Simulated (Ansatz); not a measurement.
An element in the bcc structure gives these cold pressures by all-electron LAPW under LDA (Ansatz 0.2.0, scalar-relativistic, no spin polarisation).

```json
{"V (Å³/atom)": "17.90", "P (GPa)": "0.04"}
{"V (Å³/atom)": "17.01", "P (GPa)": "4.44"}
{"V (Å³/atom)": "15.22", "P (GPa)": "17.86"}
{"V (Å³/atom)": "13.43", "P (GPa)": "42.4"}
{"V (Å³/atom)": "11.64", "P (GPa)": "88.9"}
{"V (Å³/atom)": "9.85", "P (GPa)": "181.2"}
{"V (Å³/atom)": "8.06", "P (GPa)": "381.4"}
{"V (Å³/atom)": "7.16", "P (GPa)": "570.7"}
```

Problem. Which element is it?

Solution. Ge. Its zero-pressure volume in this structure is near 17.9 Å³/atom; the volume and the steepness of P(V) together point to it, though neighbours can come close. This is the case that was computed; others weren't tested.
